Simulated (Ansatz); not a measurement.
BP:
```cif
data_B4P4
_chemical_formula_sum 'B4 P4'
_space_group_name_H-M_alt 'Pnma'
_space_group_IT_number 62
_space_group_name_Hall '-P 2ac 2n'
_cell_length_a 6.21054
_cell_length_b 3.19282
_cell_length_c 5.32554
_cell_angle_alpha 90.000
_cell_angle_beta 90.000
_cell_angle_gamma 90.000
loop_
_space_group_symop_operation_xyz
  'x, y, z'
  '-x, -y, -z'
  '-x+1/2, -y, z+1/2'
  'x+1/2, y, -z+1/2'
  'x+1/2, -y+1/2, -z+1/2'
  '-x+1/2, y+1/2, z+1/2'
  '-x, y+1/2, -z'
  'x, -y+1/2, z'
loop_
_atom_site_label
_atom_site_type_symbol
_atom_site_symmetry_multiplicity
_atom_site_Wyckoff_symbol
_atom_site_fract_x
_atom_site_fract_y
_atom_site_fract_z
_atom_site_occupancy
B1 B 4 c 0.16200 0.25000 0.39839 1
P1 P 4 c 0.33857 0.25000 0.10695 1
```

Relaxed with LDA.

Problem. Decompose the optical modes at the zone centre into irreducible representations, and say which are infrared and Raman allowed.

Solution. Point group mmm: Γ_opt = 4Ag + 2Au + 2B1g + 3B1u + 4B2g + B2u + 2B3g + 3B3u. Infrared: B1u, B2u, B3u. Raman: Ag, B1g, B2g, B3g.

Problem. Assign frequencies (DFPT, DFT-LDA in the program Ansatz with PAW potentials; without the LO–TO term).

Solution. Ag 119, B3g 186, B1g 229, Au 237, B1u 357, Ag 387, B2g 400, B3u 459, B2g 526, B1u 570, Ag 617, B3u 641, B2g 653, Au 735, B1g 738, B2u 785, B3g 791, B3u 816, B2g 856, B1u 882, Ag 928 cm⁻¹.

Subscripts of B labels follow the axes of the standard setting.

The start of the workflow was typed in or built on a structure type; neither database checked (COD, Materials Project) lists it. It is not the phase usual at ambient conditions (space group No. 216). The LDA relaxation kept the symmetry of its start; phonons on a q-mesh show no instability. The volume moved by 22 % from the start of the relaxation. A crystal of weakly bound layers computed without a dispersion correction: the cell and the soft elastic constants depend strongly on that.

Potentials: the earlier of the program's two PAW sets.
